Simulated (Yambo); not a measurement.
Absorption of Ca$_{2}$OsH$_{6}$ (space group Fm-3m, No. 225) with and without the electron-hole interaction (Yambo, LDA bands; 8×8×8 mesh, 6 valence and 3 conduction bands, static screening with 54 bands and a 3 Ry block, scissor 1.37 eV, Tamm-Dancoff; field along x).

| E (eV) | Im ε, BSE | Im ε, independent quasiparticles |
|---|---|---|
| 2.40 | 0.07 | 0.04 |
| 2.45 | 0.07 | 0.04 |
| 2.50 | 0.07 | 0.04 |
| 2.55 | 0.08 | 0.04 |
| 2.60 | 0.08 | 0.05 |
| 2.65 | 0.08 | 0.05 |
| 2.70 | 0.09 | 0.05 |
| 2.75 | 0.09 | 0.05 |
| 2.80 | 0.10 | 0.05 |
| 2.85 | 0.10 | 0.05 |
| 2.90 | 0.11 | 0.06 |
| 2.95 | 0.11 | 0.06 |
| 3.00 | 0.12 | 0.06 |
| 3.05 | 0.12 | 0.06 |
| 3.10 | 0.13 | 0.06 |
| 3.15 | 0.14 | 0.07 |
| 3.20 | 0.15 | 0.07 |
| 3.25 | 0.15 | 0.07 |
| 3.30 | 0.17 | 0.08 |
| 3.35 | 0.18 | 0.08 |
| 3.40 | 0.19 | 0.08 |
| 3.45 | 0.20 | 0.09 |
| 3.50 | 0.22 | 0.09 |
| 3.55 | 0.24 | 0.09 |
| 3.60 | 0.26 | 0.10 |
| 3.65 | 0.29 | 0.10 |
| 3.70 | 0.33 | 0.11 |
| 3.75 | 0.37 | 0.12 |
| 3.80 | 0.42 | 0.12 |
| 3.85 | 0.47 | 0.13 |
| 3.90 | 0.55 | 0.14 |
| 3.95 | 0.64 | 0.15 |
| 4.00 | 0.76 | 0.16 |
| 4.05 | 0.92 | 0.17 |
| 4.10 | 1.15 | 0.19 |
| 4.15 | 1.46 | 0.21 |
| 4.20 | 1.88 | 0.23 |
| 4.25 | 2.40 | 0.25 |
| 4.30 | 3.01 | 0.28 |
| 4.35 | 3.57 | 0.31 |
| 4.40 | 3.76 | 0.36 |
| 4.45 | 3.47 | 0.41 |
| 4.50 | 2.98 | 0.47 |
| 4.55 | 2.57 | 0.54 |
| 4.60 | 2.30 | 0.63 |
| 4.65 | 2.13 | 0.74 |
| 4.70 | 2.05 | 0.87 |
| 4.75 | 2.04 | 1.01 |
| 4.80 | 2.10 | 1.17 |
| 4.85 | 2.20 | 1.33 |
| 4.90 | 2.27 | 1.48 |
| 4.95 | 2.39 | 1.63 |
| 5.00 | 2.62 | 1.77 |
| 5.05 | 2.94 | 1.88 |
| 5.10 | 3.40 | 1.99 |
| 5.15 | 4.12 | 2.14 |
| 5.20 | 5.17 | 2.31 |
| 5.25 | 6.39 | 2.45 |
| 5.30 | 7.26 | 2.55 |
| 5.35 | 7.34 | 2.60 |
| 5.40 | 6.80 | 2.63 |
| 5.45 | 6.29 | 2.68 |
| 5.50 | 6.11 | 2.80 |
| 5.55 | 6.02 | 2.98 |
| 5.60 | 5.81 | 3.22 |
| 5.65 | 5.64 | 3.51 |
| 5.70 | 5.57 | 3.80 |

The scissor comes from a G0W0 run whose convergence isn't established. Broadening 0.15 eV. The band window holds all transitions up to 5.7 eV. Fine structure above the onset can come from the mesh.

Spin-orbit coupling is left out, which matters for elements this heavy: edges can move by tenths of an eV.

Geometry of the Materials Project entry, not relaxed at this level; primitive cell a = 5.1121 Å, b = 5.1121 Å, c = 5.1121 Å, α = 60.00°, β = 60.00°, γ = 60.00°.

The structure is a Materials Project entry; no match was found in the copy of COD used, and its stability was not checked.
